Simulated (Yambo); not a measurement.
RbBH₄ (space group F-43m, No. 216), G0W0@LDA in Yambo (4×4×4 mesh, plasmon pole; 8 Ry block, no terminator). The number N of bands in W and G is varied.

| N | x = 1/N | gap Γ → X (eV) | shift of the valence edge (eV) |
|---|---|---|---|
| 47 | 0.02128 | 8.743 | -1.615 |
| 74 | 0.01351 | 8.785 | -1.804 |
| 109 | 0.00917 | 8.839 | -1.941 |
| 143 | 0.00699 | ? | ? |

Task: Basis-set arguments suggest E = E∞ + A x. Fix A and E∞ from the two rows above the withheld one, predict the row at 143 bands, and test the form.

Result: Gap: A = (8.839 − (8.785))/(0.00917 − 0.01351) = -12.4, E∞ = 8.953 eV, so 8.866 eV is predicted; the run gave 8.876 eV (miss 10 meV). The first two rows have slope -5.41, so the form doesn't hold yet over the whole range. Shift: A = (-1.941 − (-1.804))/(0.00917 − 0.01351) = 31.6, E∞ = -2.230 eV, so -2.010 eV is predicted; the run gave -2.021 eV (miss 11 meV). The first two rows have slope 24.3, so the form doesn't hold yet over the whole range. The other settings are held fixed.

Geometry of the Materials Project entry, not relaxed at this level; primitive cell a = b = c = 4.884 Å, α = β = γ = 60.00°.

The structure is a Materials Project entry; no match was found in the copy of COD used, and its stability was not checked.

A shift is the quasiparticle energy of the state minus its LDA energy.
